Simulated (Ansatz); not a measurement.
A trial cell of LiSc4, before relaxation:

```cif
data_structure
_symmetry_space_group_name_H-M 'P-43m'
_symmetry_Int_Tables_number 215
_cell_length_a 4.7085
_cell_length_b 4.7085
_cell_length_c 4.7085
_cell_angle_alpha 90.000
_cell_angle_beta 90.000
_cell_angle_gamma 90.000
_cell_volume 104.39
loop_
_atom_site_label
_atom_site_type_symbol
_atom_site_symmetry_multiplicity
_atom_site_Wyckoff_symbol
_atom_site_fract_x
_atom_site_fract_y
_atom_site_fract_z
_atom_site_occupancy
Li1 Li 1 a 0.00000 0.00000 0.00000 1
Sc1 Sc 4 e 0.24378 0.75622 0.75622 1
```

The calculation used Ansatz, DFT PBE, scalar-relativistic, plane waves, PAW. Cutoff 420 eV, Gaussian smearing, Γ-centred meshes. Cell and atoms relax first on a coarse mesh and then on a finer one. In between, the cell is made exact in the group found at 0.06 Å. In metals the finer mesh still leaves noise of several meV/atom or more. The steps can't lower the symmetry of their start. No spin polarisation.

A guess keeps its type if space group and coordination stay and the shape of the cell changes little (axis ratios within about 15 %, angles within 6°); the volume may change.

Question: Does this structure survive the relaxation?

Answer: It keeps its type. The symmetry stays P-43m (No. 215). The volume per atom grows by 15.8 %, from 20.9 to 24.2 Å³. The shortest distance goes from 1.99 Å (Li–Sc) to 2.44 Å (Li–Sc). Counting neighbours within 15 % of an atom's shortest distance, the start has Li 4, Sc 1 and the end Li 4, Sc 1.

The last run used an 8×8×8 mesh for its 5-atom cell and Gaussian smearing of 0.10 eV. The cell is a metal run without spin; a magnetic state may lie lower. A structure relaxed within its symmetry needn't be a true minimum.
